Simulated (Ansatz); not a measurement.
**Zone-centre modes in In$_{2}$O$_{3}$**

Method: Ansatz, DFT r2SCAN, scalar-relativistic, plane waves, PAW. The runs took a 500 eV cutoff, a Γ-centred 6×6×6 mesh and Gaussian smearing (0.05 eV). No spin polarisation.

Zero of the scan (relaxed at this level; this form isn't the usual structure):

```
In O
1.0
     2.75394    1.58999    4.85342
    -2.75394    1.58999    4.85342
     0.00000   -3.17997    4.85342
In O
4 6
Cartesian
  0.0000 0.0000 5.1990
  0.0000 0.0000 2.0811
  0.0000 0.0000 9.3612
  0.0000 0.0000 12.4792
  -1.1204 1.5900 8.4935
  -0.8167 -1.7653 8.4935
  1.9372 0.1753 8.4935
  1.1204 -1.5900 6.0668
  0.8167 1.7653 6.0668
  -1.9372 -0.1753 6.0668
```

Harmonic modes by finite displacements of 0.02 Å, without the LO–TO term.

Question: At this geometry, is the structure stable against these modes?

Answer: Yes: no mode is imaginary beyond 10 cm⁻¹, and only the three translations lie near zero.

Question: List the wavenumbers in cm⁻¹.

Answer: 0, 0, 0, 128, 163, 171, 171, 176, 176, 220, 220, 239, 262, 270, 270, 296, 296, 379, 379, 382, 426, 426, 481, 481, 485, 498, 551, 582, 582, 611.